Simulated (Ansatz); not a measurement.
Relaxed-ion elastic tensor of SrLa₂S₄ in space group I-42d (No. 122; Sr on 4b, La on 8d, S on 16e) in GPa (Voigt order), DFT-LDA in the program Ansatz with PAW potentials; density 5.16 g/cm³, 22.69 Å³ per atom.

```json
[
 {"": "1", "1": "152", "2": "40.9", "3": "44.6", "4": "0.0", "5": "0.0", "6": "0.0"},
 {"": "2", "1": "40.9", "2": "152", "3": "44.6", "4": "0.0", "5": "0.0", "6": "0.0"},
 {"": "3", "1": "44.6", "2": "44.6", "3": "149", "4": "0.0", "5": "0.0", "6": "0.0"},
 {"": "4", "1": "0.0", "2": "0.0", "3": "0.0", "4": "39.9", "5": "0.0", "6": "0.0"},
 {"": "5", "1": "0.0", "2": "0.0", "3": "0.0", "4": "0.0", "5": "39.9", "6": "0.0"},
 {"": "6", "1": "0.0", "2": "0.0", "3": "0.0", "4": "0.0", "5": "0.0", "6": "35.6"}
]
```

**Question.** Is the crystal mechanically stable?

**Answer.** Yes: the smallest eigenvalue of C is 35.6 GPa.

**Question.** Work out the Voigt, Reuss and Hill averages.

**Answer.** K_V = 79.3, K_R = 79.3, K_H = 79.3; G_V = 44.7, G_R = 43.3, G_H = 44.0 GPa.

**Question.** Give Young's modulus, Poisson's ratio, Pugh's ratio and the universal anisotropy index.

**Answer.** E = 9KG/(3K + G) = 111 GPa; ν = 0.27; K/G = 1.80 (near the Pugh limit of 1.75, no verdict); A_U = 5G_V/G_R + K_V/K_R − 6 = 0.15.

**Question.** Estimate the sound speeds and the Debye temperature.

**Answer.** v_l = √((K + 4G/3)/ρ) = 5170 m/s, v_t = √(G/ρ) = 2920 m/s, mean 3250 m/s; Θ = (h/k)(3n/4πV)^(1/3) v_m = 342 K.

**Question.** Solve the Christoffel equation for the three sound speeds along x, y, z.

**Answer.** Eigenvalues of C_ijkl n_j n_l equal ρv² (piezoelectric stiffening left out). In km/s, slowest first: x 2.63, 2.78, 5.43; y 2.63, 2.78, 5.43; z 2.78, 2.78, 5.38.

**Question.** How much does each axis shrink under pressure?

**Answer.** Linear compressibilities β_i = Σ_j S_ij (j = 1 to 3): x 4.2, y 4.2, z 4.2 per TPa.

The first step of the workflow began from a Materials Project structure, measured or hypothetical; the Crystallography Open Database copy checked does not list it. Its standing as an ambient phase is unchecked. Symmetry was held in the LDA relaxation; of distortions, only those at the zone centre were tested. Spin–orbit coupling is left out wherever it is not named.

Potentials: the later of the program's two PAW sets.
